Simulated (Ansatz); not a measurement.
Au (fcc (Cu type), Fm-3m) under volume change, the program Ansatz at the r²SCAN+D4 level (PAW), scaled uniformly.

```json
[
 {"V (Å³/atom)": "15.777", "E − E(relaxed) (meV/atom)": "___", "P (GPa)": "___"},
 {"V (Å³/atom)": "16.297", "E − E(relaxed) (meV/atom)": "36.0", "P (GPa)": "11.88"},
 {"V (Å³/atom)": "16.818", "E − E(relaxed) (meV/atom)": "8.4", "P (GPa)": "5.35"},
 {"V (Å³/atom)": "17.338", "E − E(relaxed) (meV/atom)": "0.0", "P (GPa)": "0.00"},
 {"V (Å³/atom)": "17.858", "E − E(relaxed) (meV/atom)": "7.4", "P (GPa)": "-4.40"},
 {"V (Å³/atom)": "18.378", "E − E(relaxed) (meV/atom)": "___", "P (GPa)": "___"},
 {"V (Å³/atom)": "18.898", "E − E(relaxed) (meV/atom)": "58.3", "P (GPa)": "-10.76"}
]
```

Q: Some entries are withheld; supply them.

A: 
- 15.777, E − E(relaxed) (meV/atom): 87.1
- 15.777, P (GPa): 19.88
- 18.378, E − E(relaxed) (meV/atom): 27.7
- 18.378, P (GPa): -7.97

Q: What does a third-order Birch–Murnaghan fit give for V₀, B₀ and B′?

A: V₀ = 17.34 Å³/atom, B₀ = 161 GPa, B′ = 5.8.

The cell was relaxed with r²SCAN+D4 under the symmetry of its start. The pairwise dispersion correction was not fitted to metals. Spin–orbit coupling is left out wherever it is not named.

Potentials: the later of the program's two PAW sets.
